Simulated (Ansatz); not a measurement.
The elements of this relaxed trial crystal are hidden behind letters.

```
lattice vectors (Å)
   4.2573    0.0000    0.0000
  -2.1287    3.6869    0.0000
   0.0000    0.0000   20.7419
fractional positions
X 0.0000 0.0000 0.3345
X 0.0000 0.0000 0.6655
X 0.0000 0.0000 0.8311
X 0.0000 0.0000 0.1689
X 0.0000 0.0000 0.5000
Z 0.0000 0.0000 0.0000
Q 0.3333 0.6667 0.9128
Q 0.3333 0.6667 0.2519
Q 0.3333 0.6667 0.5828
Q 0.6667 0.3333 0.0872
Q 0.6667 0.3333 0.4172
Q 0.6667 0.3333 0.7481
```

The calculation used DFT PBE, scalar-relativistic, plane waves, PAW in Ansatz. The final run on the 12-atom cell used 420 eV, a Γ-centred 12×12×2 mesh, 0.02 eV smearing and no spin polarisation.

- Space group: P-3m1 (No. 164)
- Conventional cell: a = 4.257 Å, c = 20.742 Å
- Volume per atom: 27.13 Å³
- Density: 5.10 g/cm³
- Energy over the elements: −0.734 eV/atom
- Gap on the 12×12×2 mesh of the 12-atom cell: 0.48 eV

Energies are uncorrected and count from the elements' standard states at the same level.

Question: X is an s-block element of period 3, Z is a d-block element of period 5 and Q is a p-block element of period 5. Which elements are they?

Answer: X = Mg, Z = Cd, Q = Te, so the formula is Mg5CdTe6. Density times volume gives a mean mass of 5.10 × 27.13/1.6605 = 83.3 u per atom, and this set has 83.3 u. Among the elements that the hints allow, noble gases aside, only these give it. Around Mg on a site of symmetry 3m lie 6 Te at 3.00 Å and 2 Mg at 3.43–3.44 Å; around Cd lie 6 Te at 3.05 Å and 2 Mg at 3.50 Å; Te on its first site has 3 Mg at 2.99 Å and 3 Cd at 3.05 Å; 4 more sites not described.

These runs have no spin–orbit coupling, which can matter for Te. Kohn–Sham gaps at this level usually fall short of measured ones. The missing spin–orbit coupling can work the other way here. Symmetry constrained the relaxation, so the result can be a saddle point.
